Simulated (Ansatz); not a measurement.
# MnPt$_{3}$ (Pm-3m): electronic heat capacity from the density of states

The calculation used DFT r2SCAN, scalar-relativistic, plane waves, PAW in Ansatz.

Plane waves to 500 eV, a k mesh through Γ of 12×12×12 on the computed 4-atom cell and Gaussian smearing (0.10 eV); collinear spin from starting moments 4.46 0.21 0.21 0.21 μB.

Relaxed cell: Pm-3m, a = 3.909 Å, b = 3.909 Å, c = 3.909 Å, α = 90.00°, β = 90.00°, γ = 90.00°, 4 atoms in the primitive cell. Whether it is the stable form of this composition wasn't checked.

The density of states at the Fermi level is 2.936 states/eV in the cell of 4 atoms (1 formula unit; both spins, tetrahedra on a 18×18×18 mesh). The run ends with a moment of 4.57 μB a cell (largest on a site 4.06 μB), and the figure is for this state; a paramagnetic sample can have a quite different one. Another magnetic order, if the compound takes it, can change N(E_F) and the shape of the cell a good deal.

Q: What Sommerfeld coefficient does this give?

A: Per formula unit N(E_F) = 2.936 states/eV. γ = (π²/3) k_B² N(E_F) N_A = 2.357 mJ/(mol K²) per state/eV, so γ = 6.9 mJ/(mol K²), a mole of formula units. This is the bare band result: a measured γ of the same phase and magnetic order is as a rule larger by a factor 1 + λ from phonons and spin fluctuations. N(E_F) at one energy is sensitive to the mesh where the density of states has sharp peaks.

The state reached may not be the lowest one. Spin-orbit coupling is left out, which matters for the bands of heavy elements. Only parallel moments were tried here.

Only this magnetic start was tried.

Cost: 1 run of about 2.3 core-minutes, on Intel Xeon Platinum 8259CL (Skylake/Cascade Lake) (shared hosts).